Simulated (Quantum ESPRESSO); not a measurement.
Inputs of pw.x and gipaw.x (a modified build of Quantum ESPRESSO, PBE) for SiO2; the starting potential comes from an earlier run on another mesh:

```
&CONTROL
  calculation = 'scf'
  prefix = 'x'
  pseudo_dir = './pseudo'
  outdir = './out'
  tprnfor = .true.
/
&SYSTEM
  ibrav = 0
  nat = 9
  ntyp = 2
  ecutwfc = 45
  ecutrho = 180
  occupations = 'fixed'
  nbnd = 24
/
&ELECTRONS
  conv_thr = 1e-11
  startingpot = 'file'
/
ATOMIC_SPECIES
Si 28.085 Si.GGA_PBE-JTH.UPF
O 15.999 O.GGA_PBE-JTH.UPF
CELL_PARAMETERS angstrom
    4.916560060955     0.000000000000     0.000000000000
   -2.458280030478     4.257865912019     0.000000000000
    0.000000000000     0.000000000000     5.431630000000
ATOMIC_POSITIONS crystal
Si     0.000000000317     0.476935770360     0.333333000000
Si     0.523064229957     0.523064229640    -0.000000333333
Si     0.476935770678    -0.000000000000     0.666666333333
O      0.144540001905     0.731440000952     0.547819666667
O      0.268559999365     0.413100000635     0.214486333333
O      0.586899999683     0.855459998413     0.881153000000
O      0.731440001270     0.144540001587     0.452179666667
O      0.413100000952     0.268559999048     0.785513000000
O      0.855459998730     0.586899999365     0.118846333333
K_POINTS automatic
3 3 3 1 1 1
```

```
&INPUTGIPAW
  job = 'nmr'
  prefix = 'x'
  tmp_dir = './out/'
  restart_mode = 'from_scratch'
  pawproj(1) = .true.
  pawproj(2) = .true.
  use_nmr_macroscopic_shape = .false.
/
```

The cell was made here from a computed Materials Project entry: Si1 and its equivalents moved by 0.04 Å along (-0.50, 0.87, 0.00), space group kept. The parent is SiO2 in P3₂21. Stability against distortions was not tested.

Question: What does gipaw.x print for the total shieldings?

Answer: 
```
     f-sum rule (should be   -44.4877):
           -44.4880         -0.0000          0.0000
            -0.0000        -44.4880          0.0000
             0.0000         -0.0000        -44.4893

     Total NMR chemical shifts in ppm: ---------------------------------------
     (adopting the Simpson convention for anisotropy and asymmetry)-----------

     Atom  1  Si  pos: ( -0.238468  0.413038  0.368254)  Total sigma:         435.67
           431.5407         -2.3645         18.2868
            -2.3645        434.2709         10.5578
            -1.7459         -1.0080        441.2006

     Si      1    anisotropy:     16.57    eta:    0.9937

     Atom  2  Si  pos: (  0.261532  0.452987 -0.000000)  Total sigma:         435.67
           431.5406          2.3644        -18.2867
             2.3644        434.2710         10.5579
             1.7459         -1.0079        441.2006

     Si      2    anisotropy:     16.57    eta:    0.9937

     Atom  3  Si  pos: (  0.476936  0.000000  0.736508)  Total sigma:         435.67
           435.6360          0.0001         -0.0000
             0.0001        430.1756        -21.1157
            -0.0000          2.0160        441.2006

     Si      3    anisotropy:     16.57    eta:    0.9937

     Atom  4  O   pos: ( -0.221180  0.633446  0.605210)  Total sigma:         210.88
           197.5590         20.0822         13.2941
            21.6579        222.7216         30.0816
            12.3516         30.7050        212.3690

     O       4    anisotropy:     70.82    eta:    0.1462

     Atom  5  O   pos: (  0.062010  0.357755  0.236956)  Total sigma:         210.88
           234.5049         -0.3272        -32.6984
             1.2486        185.7757         -3.5278
           -32.7671         -4.6556        212.3690

     O       5    anisotropy:     70.82    eta:    0.1462

     Atom  6  O   pos: (  0.159170  0.740850  0.973465)  Total sigma:         210.88
           198.3570        -22.1186         19.4044
           -20.5429        221.9236        -26.5538
            20.4154        -26.0493        212.3690

     O       6    anisotropy:     70.82    eta:    0.1462

     Atom  7  O   pos: (  0.659170  0.125175  0.499551)  Total sigma:         210.88
           198.3569         22.1186        -19.4044
            20.5429        221.9236        -26.5538
           -20.4155        -26.0493        212.3690

     O       7    anisotropy:     70.82    eta:    0.1462

     Atom  8  O   pos: (  0.278820  0.232580  0.867805)  Total sigma:         210.88
           197.5590        -20.0821        -13.2941
           -21.6579        222.7216         30.0816
           -12.3516         30.7050        212.3690

     O       8    anisotropy:     70.82    eta:    0.1462

     Atom  9  O   pos: (  0.562010  0.508270  0.131297)  Total sigma:         210.88
           234.5049          0.3272         32.6985
            -1.2486        185.7756         -3.5278
            32.7671         -4.6557        212.3690

     O       9    anisotropy:     70.82    eta:    0.1462
```
The printed anisotropy is 3/2 (σ_33 − σ_iso) in the program's own order; the axes are left out here. Anisotropies that symmetry doesn't fix are less certain than the isotropic values. These are absolute shieldings with no macroscopic susceptibility term; δ = σ_ref − σ needs a reference computed alike. By our sweeps, such settings leave a few ppm in absolute σ. The datasets of Si hold no d projectors, which limits absolute σ on these atoms.
